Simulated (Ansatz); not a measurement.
TaAs:
```cif
data_As2Ta2
_chemical_formula_sum 'Ta2 As2'
_space_group_name_H-M_alt 'P 1'
_space_group_IT_number 1
_cell_length_a 6.27830
_cell_length_b 6.27830
_cell_length_c 6.27830
_cell_angle_alpha 148.308
_cell_angle_beta 148.308
_cell_angle_gamma 45.431
loop_
_space_group_symop_operation_xyz
  'x, y, z'
loop_
_atom_site_label
_atom_site_type_symbol
_atom_site_fract_x
_atom_site_fract_y
_atom_site_fract_z
_atom_site_occupancy
Ta1 Ta 0.99899 0.99899 0.00000 1
Ta2 Ta 0.74899 0.24899 0.50000 1
As1 As 0.41701 0.41701 0.00000 1
As2 As 0.16701 0.66701 0.50000 1
```

Relaxed with PBEsol.

Task: Which orbitals make up the states near the Fermi level in DFT-PBEsol in the program Ansatz with PAW potentials?

Result: Within 0.5 eV of the Fermi level: Ta 5d 86 %, As 4p 11 %. Projections are on Löwdin-orthogonalised atomic valence shells; empty p or d shells of many metals are not among them.

Task: Tabulate the density of states.

Result: States/eV per cell of 4 atoms, in 0.25 eV bins, energy from the Fermi level.

```
E (eV)  total  Ta 5d  As 4p  Ta 6s
------  -----  -----  -----  -----
-7.85    0.00   0.00   0.00   0.00
-7.60    0.00   0.00   0.00   0.00
-7.35    0.30   0.05   0.17   0.06
-7.10    0.68   0.12   0.38   0.12
-6.85    0.97   0.20   0.56   0.14
-6.60    1.35   0.33   0.76   0.17
-6.35    1.49   0.39   0.84   0.18
-6.10    2.52   0.70   1.43   0.26
-5.85    2.84   0.92   1.58   0.21
-5.60    2.37   0.80   1.30   0.15
-5.35    1.04   0.33   0.55   0.08
-5.10    1.37   0.41   0.80   0.06
-4.85    1.99   0.62   1.17   0.08
-4.60    2.22   0.73   1.29   0.09
-4.35    2.45   0.82   1.43   0.08
-4.10    2.47   0.91   1.38   0.07
-3.85    2.54   1.01   1.37   0.06
-3.60    2.85   1.21   1.49   0.06
-3.35    2.98   1.25   1.59   0.06
-3.10    3.97   1.68   2.12   0.07
-2.85    3.59   1.62   1.83   0.05
-2.60    3.43   1.73   1.58   0.04
-2.35    2.42   1.31   1.02   0.04
-2.10    1.42   0.84   0.52   0.02
-1.85    1.25   0.84   0.35   0.02
-1.60    2.76   2.11   0.46   0.07
-1.35    4.02   3.13   0.45   0.24
-1.10    3.25   2.53   0.39   0.12
-0.85    2.91   2.36   0.34   0.06
-0.60    1.57   1.29   0.22   0.01
-0.35    0.77   0.63   0.12   0.01
-0.10    0.22   0.19   0.02   0.00
0.15     0.62   0.55   0.05   0.00
0.40     1.82   1.58   0.16   0.01
0.65     1.56   1.32   0.18   0.01
0.90     1.72   1.46   0.18   0.01
1.15     2.04   1.74   0.18   0.02
1.40     2.79   2.37   0.24   0.04
1.65     2.53   2.08   0.25   0.05
1.90     2.57   2.07   0.26   0.06
2.15     3.20   2.43   0.38   0.12
2.40     3.66   2.68   0.41   0.21
2.65     3.99   2.87   0.40   0.30
2.90     4.04   2.81   0.52   0.25
3.15     4.46   2.97   0.62   0.27
3.40     3.38   2.02   0.51   0.37
3.65     3.59   2.04   0.68   0.34
3.90     4.36   2.42   0.89   0.36
```

Space group I4_1md. The PBEsol relaxation kept the symmetry of its start. No spin polarisation was allowed. A small band overlap can be real or an error of a semilocal functional. Spin–orbit coupling is left out wherever it is not named.

Potentials: the later of the program's two PAW sets.
